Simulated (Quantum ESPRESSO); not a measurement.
Parts of the isotropic shielding in ZrO2, by PBE GIPAW on JTH datasets (Quantum ESPRESSO, modified build), 22.5 Ha, k-mesh 6×6×6 shifted:

```
ZrO2
1.0
    0.00000     2.53235     2.57053
    2.53235     0.00000     2.57053
    2.53235     2.53235     0.00000
Zr O
1 2
Direct
  0.00000   0.00000   0.00000
  0.25000   0.25000   0.25000
  0.75000   0.75000   0.75000
```
The cell was made here from a computed Materials Project entry: strained by +1 % along the cube axis and by -0.5 % across it, atoms relaxed (PBE without dispersion, pw.x of Quantum ESPRESSO, symmetry kept). The parent is ZrO2 in Fm-3m. Stability against distortions was not tested. The run has no spin polarisation.

The core term is that of the free atom's frozen core; the paramagnetic column sums the reconstruction terms. Shieldings are absolute and leave out the bulk-susceptibility term; a larger σ means a smaller chemical shift. In our sweeps, cutoffs and meshes of this size left a few ppm, and up to some 20 ppm on atoms from Zn on. Spin–orbit coupling is left out; its weight grows with the heaviest atom, Zr here. Static lattice: thermal averaging is not included.

```tsv
site	core	bare (smooth current)	diamagnetic correction	paramagnetic corrections	σ_iso (ppm)
Zr (atom 1)	3668.1	46.9	15.6	___	___
O (atoms 2, 3)	271.1	-45.3	26.4	___	___
```

Problem. What belongs in the gaps?

Solution. 
- Zr (atom 1), paramagnetic corrections: -1911.6
- Zr (atom 1), σ_iso (ppm): 1819.0
- O (atoms 2, 3), paramagnetic corrections: -457.0
- O (atoms 2, 3), σ_iso (ppm): -204.9
